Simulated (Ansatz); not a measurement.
ScRhN2:
```xyz
4
Lattice="1.6097 0.9294 5.8215 -1.6097 0.9294 5.8215 0.0000 -1.8587 5.8215" Properties=species:S:1:pos:R:3 pbc="T T T"
Sc     0.0000     0.0000     8.7323
Rh     0.0000     0.0000     0.0000
N      0.0000     0.0000    15.6443
N      0.0000     0.0000     1.8202
```

Relaxed with PBEsol. Special points in fractions of this cell's reciprocal vectors: Γ (0.000, 0.000, 0.000); T (0.500, 0.500, 0.500); H2 (0.816, 0.184, 0.500); H0 (0.500, -0.184, 0.184); L (0.500, 0.000, 0.000); S0 (0.342, -0.342, 0.000); S2 (0.658, 0.000, 0.342); F (0.500, 0.000, 0.500).

Problem. List the band energies nearest the Fermi level at these points for the program Ansatz at the PBEsol level (PAW).

Solution. In eV from the Fermi level; about four levels below and three above (degenerate sets whole), none deeper than 8.9 eV; points with the same levels are listed once.

| k | below | above |
|---|---|---|
| Γ | -0.81 -0.81 -0.63 -0.63 | 3.48 3.48 3.82 |
| T | -3.15 -3.15 -1.90 -1.90 | 1.44 1.44 3.38 3.38 |
| H2 | -2.30 -1.66 -1.39 -0.23 | 0.37 1.66 3.58 |
| L | -3.02 -2.76 -2.54 -0.51 | 0.39 0.80 1.97 |
| S0 | -2.24 -1.62 -1.41 -0.29 | 0.43 1.67 3.55 |
| F | -1.71 -0.88 -0.51 -0.11 | 1.38 3.69 3.98 |

Space group R-3m. The start of the workflow was typed in or built on a structure type; neither database checked (COD, Materials Project) lists it. Whether it is the stable phase at ambient conditions was not checked. The cell was relaxed with PBEsol under the symmetry of its start; its stability against distortions is not shown here. The workflow began spin-polarised and lost its moments. Scalar-relativistic: spin–orbit coupling is off unless named, which matters more the heavier the elements.

Potentials: the later of the program's two PAW sets.
